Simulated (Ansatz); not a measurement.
The start is a generated trial cell of WC in the FeSi structure type. The cell and all atomic positions are relaxed at zero pressure with r2SCAN (plane waves to 500 eV, PAW, scalar-relativistic; Ansatz, a program for electronic structure). First-step values are on the input's coarse k-mesh.

Ansatz input (later rounds restart from its end on a renewed k-mesh):
Ansatz 0.2 input:
```yaml
crystal:
  lattice:
    - [4.416278, 0, 0]
    - [0, 4.416278, 0]
    - [0, 0, 4.416278]
  atoms:
    - { symbol: W, position: [0.13652, 0.13652, 0.13652] }
    - { symbol: W, position: [0.63652, 0.36348, 0.86348] }
    - { symbol: W, position: [0.86348, 0.63652, 0.36348] }
    - { symbol: W, position: [0.36348, 0.86348, 0.63652] }
    - { symbol: C, position: [0.8424, 0.8424, 0.8424] }
    - { symbol: C, position: [0.3424, 0.6576, 0.1576] }
    - { symbol: C, position: [0.1576, 0.3424, 0.6576] }
    - { symbol: C, position: [0.6576, 0.1576, 0.3424] }
basis: { ecutwfc: 500, ecutrho_ratio: 4, xc_grid: 4, fft_grid_basis: typed }
kpoints: { mp_grid: { grid: [5, 5, 5] } }
hamiltonian:
  xc: r2scan
  dispersion: none
  pseudopotentials: { azcp: { folder: ./paw }, kind: paw }
scf: { occupations: { method: fermi_dirac, width: 0.05 } }
relax: { f_tol: 0.01, max_steps: 100, cell: { stress_tol: 0.02 } }
output: { forces: true, stress: true }
```

### Question
How large is the pressure on the unrelaxed cell, and of which sign?

### Answer
-6 GPa (negative: the cell is under tension).

### Question
What is the largest force in the starting geometry, and on which atom (counted from 1)?

### Answer
About 0.3 eV/Å, on C5, C6, C7, C8 (atoms numbered as listed).

### Question
By how much does the energy per atom fall from start to end?

### Answer
0.01 eV/atom.

### Question
How does the volume change?

### Answer
-2.1 %, from 10.77 to 10.54 Å³/atom.

### Question
How do the shortest distances between atoms change?

### Answer
The closest pairs of elements (up to four, under 3.6 Å), start → end: C–W 2.25 → 2.21 Å; W–W 2.71 → 2.69 Å; C–C 2.73 → 2.71 Å.

### Question
Is the relaxed structure metallic? Give its gap.

### Answer
Zero (metallic).

### Question
Write out the relaxed structure.

### Answer

Space group P2₁3 (No. 198); a = b = c = 4.385 Å, α = β = γ = 90.00°

| atom | site | symmetry | x | y | z |
|---|---|---|---|---|---|
| W | 4a | .3. | 0.1395 | 0.1395 | 0.1395 |
| C | 4a | .3. | 0.8485 | 0.8485 | 0.8485 |

The space group stays P2₁3 (No. 198) (the run could not lower it); the end is AFLOW prototype AB_cP8_198_a_a (B20, as in FeSi), with 8 atoms in the primitive cell. Final values are on a 11×11×11 k-mesh of the relaxed cell. No spin polarisation in the result.

The run could not lose the symmetry of its start; a randomly shaken copy of 8 atoms returns to this structure.

The relaxed structure here is a generated cell of WC: the first start was made by placing the elements on the sites of a structure type, and the end was not matched to a known phase here, so it may be hypothetical. Known forms of WC include space group No. 187.
